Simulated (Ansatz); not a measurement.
ReW (CsCl type, Pm-3m) at seven volumes, DFT-r²SCAN in the program Ansatz with PAW potentials, scaled uniformly. One row is withheld.

| V (Å³/atom) | P (GPa) |
|---|---|
| 13.961 | 40.44 |
| 14.421 | 24.83 |
| 14.881 | 11.43 |
| 15.341 | -0.01 |
| 15.802 | ? |
| 16.262 | -18.04 |
| 16.722 | -25.08 |

Problem. Fit the shown pressures and predict the withheld one.

Solution. Third-order Birch–Murnaghan: P = (3/2)B₀(x^(7/2) − x^(5/2))[1 + (3/4)(B′ − 4)(x − 1)] with x = (V₀/V)^(2/3). Least squares on the six rows gives V₀ = 15.342 Å³/atom, B₀ = 350.4 GPa, B′ = 4.28. At V = 15.802, x = 0.9805 and P = -9.72 GPa. The run itself gave -9.75 GPa.

The cell is a constructed one: a structure type filled with these elements; neither database checked (COD, Materials Project) lists it. Its standing as an ambient phase is unchecked. The cell was relaxed with r²SCAN under the symmetry of its start; whether a distortion lowers the energy is not shown. The run is not spin-polarised. Scalar-relativistic: spin–orbit coupling is off unless named, which matters more the heavier the elements.

Potentials: the later of the program's two PAW sets.
